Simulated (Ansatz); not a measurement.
Al₂Au:
```yaml
crystal:
  lattice:
    - [-1.83407, 1.83407, 3.85804]
    - [1.83407, -1.83407, 3.85804]
    - [1.83407, 1.83407, -3.85804]
  atoms:
    - { symbol: Au, position: [0.00000, 0.00000, 0.00000] }
    - { symbol: Al, position: [0.33556, 0.33556, 0.00000] }
    - { symbol: Al, position: [0.66444, 0.66444, 0.00000] }
```

Relaxed with PBE. Special points in fractions of this cell's reciprocal vectors: Γ (0.000, 0.000, 0.000); X (0.000, 0.000, 0.500); P (0.250, 0.250, 0.250); N (0.000, 0.500, 0.000); M (0.500, 0.500, -0.500); S (0.306, 0.694, -0.306); S0 (-0.306, 0.306, 0.306); R (-0.113, 0.113, 0.500); G (0.500, 0.500, -0.113).

Q: List the band energies nearest the Fermi level at these points for PBE (plane waves, PAW; program Ansatz).

A: In eV from the Fermi level; about four levels below and three above (degenerate sets whole), none deeper than 8.9 eV; points with the same levels are listed once.

```
k                          below                above
-  -----------------------------  -------------------
Γ        -5.66 -5.66 -5.03 -0.31       0.95 2.62 2.62
X        -3.26 -3.15 -1.57 -0.67       0.09 4.84 4.93
P        -3.39 -3.24 -3.24 -2.66  0.37 1.46 2.33 2.33
N        -5.62 -5.31 -4.17 -2.75       0.41 3.08 4.20
M  -5.24 -5.24 -4.98 -0.35 -0.35  1.91 4.14 8.48 8.48
S        -5.52 -5.29 -4.48 -4.13       1.89 2.50 5.07
R        -4.33 -3.69 -3.68 -2.42       1.18 1.80 5.28
```

Space group I4/mmm (MoSi2 or CaC2 type). The cell is a constructed one: a structure type filled with these elements; neither database checked (COD, Materials Project) lists it. COD files the formula under space group No. 225, so this cell is another polymorph or a model. Its standing as an ambient phase is unchecked. Symmetry was held in the PBE relaxation; its stability against distortions is not shown here. Scalar-relativistic: spin–orbit coupling is off unless named, which matters more the heavier the elements.

Potentials: the earlier of the program's two PAW sets.
